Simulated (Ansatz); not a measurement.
**Computed properties of Sn3PbO4 (litharge sites, Pmm2)**

All numbers come from the plane-wave code Ansatz. These are computed values for a non-magnetic cell that may be hypothetical; none is a measurement.

The cell is an 8-atom cell of Sn3PbO4 built on the litharge structure (relaxed group Pmm2); cell and atoms were relaxed with r2SCAN+rVV10. It is orthorhombic, Pmm2 (No. 25); conventional cell a = 3.842 Å, b = 7.647 Å, c = 4.858 Å, 17.84 Å³ an atom. Sn is surrounded by 4 O at 2.20 Å; Sn is surrounded by 4 O at 2.18–2.23 Å; O is surrounded by 4 Sn at 2.20–2.23 Å; O is surrounded by 3 Sn at 2.18–2.20 Å and 1 Pb at 2.38 Å; Pb is surrounded by 4 O at 2.33–2.38 Å; O is surrounded by 2 Sn at 2.20 Å and 2 Pb at 2.33 Å.

```
CELL_PARAMETERS angstrom
3.84200 0.00000 0.00000
0.00000 7.64715 0.00000
0.00000 0.00000 4.85849
ATOMIC_POSITIONS crystal
Sn 0.50000 0.75094 0.76926
Sn 0.00000 0.00000 0.23005
O 0.50000 0.00000 0.99712
O 0.00000 0.75940 0.99081
Sn 0.50000 0.24906 0.76926
Pb 0.00000 0.50000 0.26279
O 0.50000 0.50000 0.98990
O 0.00000 0.24060 0.99081
```

Relaxed lattice by functional, symmetry kept:
```
  functional  k mesh  a (Å)  b (Å)  c (Å)  volume (Å³/atom)
  PBE-D3(BJ)   6×4×6  3.888  7.742  4.835             18.19
r2SCAN+rVV10   6×4×6  3.842  7.647  4.858             17.84
```

Band edges at fixed r2SCAN+rVV10 geometry:
```
  level  k mesh  gap (eV)      kind           edges  least direct gap (eV)
    PBE   6×4×6      0.23  indirect  Y–Γ (0.60) → X                   1.87
PBE+SOC   6×4×6      0.10  indirect  Y–Γ (0.59) → X                   1.74
 r2SCAN   6×4×6      0.42  indirect           Γ → X                   2.21
  HSE06   4×2×4      0.66  indirect           Γ → X                   2.55
   PBE0   4×2×4      1.29  indirect           Γ → X                   3.21
```
PBE, PBE+SOC: smearing of 0.02 eV; the others have fixed occupations.
Wave cutoffs: 420 eV, 500 eV (r2SCAN).
Points off the special ones are mesh points or PBE's searched band edges, reused at the other levels.

The HSE06 gap is indirect, 0.66 eV (Γ to X), below the direct gap of 2.55 eV at X. Spin-orbit coupling changes the PBE gap by -0.13 eV, to 0.10 eV.

r2SCAN covers 44 % of the step from PBE to HSE06. Spin-orbit coupling moves the least or the direct gap by up to 0.13 eV, so it has to be included where a tenth of an eV counts. All these functionals give a gap of the same kind, indirect.

r2SCAN (ground state on 6×4×4): The clamped-ion dielectric constant comes out as 7.36, 7.33 and 6.35 along x, y and z. Born charges, averaged over directions: Sn +2.90 to +2.96, O -3.09 to -2.98, Pb +3.30 e. The program notes that the ground state's band table doesn't vouch for all the bands that the response reads.

Only the levels marked +SOC include spin-orbit coupling.

The meshes of the hybrids are coarse, so their gaps aren't converged to the digits shown.
